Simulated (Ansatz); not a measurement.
ZnCu2SnS4 (kesterite type, space group I-4)

```
CELL_PARAMETERS angstrom
     -2.73416     2.73416     5.46742
      2.73416    -2.73416     5.46742
      2.73416     2.73416    -5.46742
ATOMIC_POSITIONS crystal
  Cu 0.00000 0.00000 0.00000
  Cu 0.75000 0.25000 0.50000
  Zn 0.25000 0.75000 0.50000
  Sn 0.50000 0.50000 0.00000
  S  0.63688 0.62894 0.52462
  S  0.10432 0.11226 0.47538
  S  0.37106 0.89568 0.00794
  S  0.88774 0.36312 0.99206
```

The slice is a (001) plane (indices of the conventional cell) through the point (0.750, 0.250, 0.500) (fractional), spanned by u = [101] and v = [011] in vectors of this cell: u (5.47 Å) and v (5.47 Å, at 90° to u). It covers one period; positions are fractions (u, v).

Calculation: PBE (plane waves to 420 eV, PAW, scalar-relativistic; Ansatz, a program for electronic structure). k mesh 9×9×9. Near the nuclei the fields are pseudised (PAW); where an atom keeps semicore shells as valence, they peak there. At this level the bands of ZnCu2SnS4 touch or barely overlap; measurements give the solid a gap. ZnCu2SnS4 is run without spin polarisation. ZnCu2SnS4 was relaxed with its symmetry unable to fall.

Three fields on this plane, each scaled to ten steps between its own extremes (0 low, 9 high; the total valence density on a logarithmic scale, the potential cut 8 eV below its top; x marks points blanked near nuclei; v = 0 in the bottom row):

Map A
```
|xxxxx221100000001222xxxx|
|xxxx22321100000123332xxx|
|xxxx24443210001245542xxx|
|xx224677531001246776422x|
|223468987421113579986422|
|223579997532223589997432|
|123579987432223578987421|
|01246787532xxx2357775311|
|001245553xxxxxxx34543210|
|000123332xxxxxxx23321100|
|00001122xxxxxxxxx2210000|
|00000122xxxxxxxxx2210000|
|00000122xxxxxxxxx2211000|
|000112332xxxxxxx23332100|
|001234543xxxxxxx35554210|
|01135777532xxx2357876421|
|112478987532223478997532|
|223479998532223579997532|
|222468997531112478986432|
|xx224677642100135776422x|
|xxxx24554210001234442xxx|
|xxxx23332100000112322xxx|
|xxxxx222100000001122xxxx|
|xxxxx221000000000122xxxx|
```

Map B
```
|xxxxx865321000123568xxxx|
|xxxx98654321112345789xxx|
|xxxx97765422223456789xxx|
|xx998876554333456778899x|
|888888776554455677888788|
|667778877666666777877766|
|455677787777887788776655|
|33456778889xxx9887765543|
|223456778xxxxxxx87655432|
|112345679xxxxxxx97654321|
|00123568xxxxxxxxx7643210|
|00123468xxxxxxxxx8643210|
|00123467xxxxxxxxx8653210|
|112345679xxxxxxx97654321|
|223455678xxxxxxx87765432|
|33455677889xxx9888776543|
|455667788778877778777655|
|666777877766666677887776|
|888788877655445567788888|
|xx998877654333455678899x|
|xxxx98765432223456779xxx|
|xxxx98754321112345689xxx|
|xxxxx865321000123568xxxx|
|xxxxx864321000123468xxxx|
```

Map C
```
|xxxxx589999999999875xxxx|
|xxxx16899999999998751xxx|
|xxxx47899999999888764xxx|
|xx146788999998888777641x|
|455677788888888777777765|
|777777777776666777778888|
|988877776543334567788999|
|99988776530xxx0356789999|
|999887753xxxxxxx35789999|
|999988640xxxxxxx04789999|
|99998863xxxxxxxxx3689999|
|99999863xxxxxxxxx3689999|
|99999863xxxxxxxxx3688999|
|999998740xxxxxxx04688999|
|999998753xxxxxxx35778899|
|99999876530xxx0356778899|
|999988776543334567777888|
|788887777766667777777777|
|456777777788888888777655|
|xx146777888899999887641x|
|xxxx46788899999999874xxx|
|xxxx15789999999999861xxx|
|xxxxx578999999999985xxxx|
|xxxxx479999999999974xxxx|
```

### Question
Assign the maps to these fields: electron localisation function (ELF); valence electron density; electrostatic potential energy of an electron, from the cell's mean.

### Answer
A is the electron localisation function (ELF); B is the valence electron density; C is the electrostatic potential energy of an electron, from the cell's mean.
